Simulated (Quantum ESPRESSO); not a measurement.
Space group P-3m1 (No. 164); a = 3.0330 Å, b = 3.0330 Å, c = 7.4033 Å, α = 90.00°, β = 90.00°, γ = 120.00°

| atom | site | symmetry | x | y | z |
|---|---|---|---|---|---|
| O | 2d | 3m. | 0.3333 | 0.6667 | 0.1726 |
| O | 1b | -3m. | 0.0000 | 0.0000 | 0.5000 |
| Mg | 2d | 3m. | 0.6667 | 0.3333 | 0.3342 |
| Zn | 1a | -3m. | 0.0000 | 0.0000 | 0.0000 |

The geometry is that of Materials Project entry mp-1222123, symmetrised and not relaxed again.

### Question
What does PBEsol (Quantum ESPRESSO, PseudoDojo norm-conserving, 84 Ry, without SOC) give for the electronic structure near the Fermi level?

### Answer
The PBEsol gap is indirect, 2.84 eV, from A to Γ; the smallest direct gap is 2.93 eV. 

The structure is a Materials Project entry; no match was found in the copy of COD used, and its stability was not checked.
